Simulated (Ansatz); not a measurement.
## BP (F-43m): G0W0 and the choice of datasets

```
B P
1.0
     0.00000    2.26900    2.26900
     2.26900    0.00000    2.26900
     2.26900    2.26900    0.00000
B P
1 1
Direct
  0.00000 0.00000 0.00000
  0.25000 0.25000 0.25000
```

Held fixed (Ansatz):

| Item | Value |
| --- | --- |
| orbitals | PBE |
| k mesh | 6×6×6 |
| empty bands | 231 |
| response cutoff | 180 eV |
| frequencies | plasmon pole, fitted at the program's default frequency |
| q → 0 term | analytic weight of Carrier, Rohra and Görling |
| points solved | Γ, L, X |
| band sums | cut at the band count |

The gap is read from Γ to X, linearised, between the Kohn-Sham band edges among the points solved. The direct gap is read between the top filled and lowest empty Kohn-Sham band at Γ. ε∞ is the electronic dielectric constant on this mesh.

```json
{"datasets, wave cutoff": "hard PAW, 700 eV", "KS gap (eV)": "1.34", "G0W0 gap (eV)": "1.98", "direct at Γ (eV)": "4.30", "ε∞": "9.8"}
{"datasets, wave cutoff": "hand-made PAW, 710 eV", "KS gap (eV)": "1.34", "G0W0 gap (eV)": "1.98", "direct at Γ (eV)": "4.30", "ε∞": "9.8"}
{"datasets, wave cutoff": "soft PAW (1st gen.), 420 eV", "KS gap (eV)": "1.33", "G0W0 gap (eV)": "?", "direct at Γ (eV)": "?", "ε∞": "?"}
{"datasets, wave cutoff": "norm-conserving, 1116 eV", "KS gap (eV)": "1.34", "G0W0 gap (eV)": "2.07", "direct at Γ (eV)": "4.28", "ε∞": "9.8"}
```

(1) Fill in the row for soft PAW (1st gen.), 420 eV.

Answers

(1) G0W0 gap 1.99 eV, direct at Γ 4.30 eV, ε∞ 9.8.

Soft PAW datasets can miss an all-electron G0W0 gap by more than 5 %. With norm-conserving pseudopotentials the core–valence exchange is only approximate, which can shift gaps by tenths of an eV and RPA lattice constants by most of a per cent. Band sums or response are cut, so the gap isn't at its basis limit. The gap is read among the points solved; the crystal's band edges can lie elsewhere.
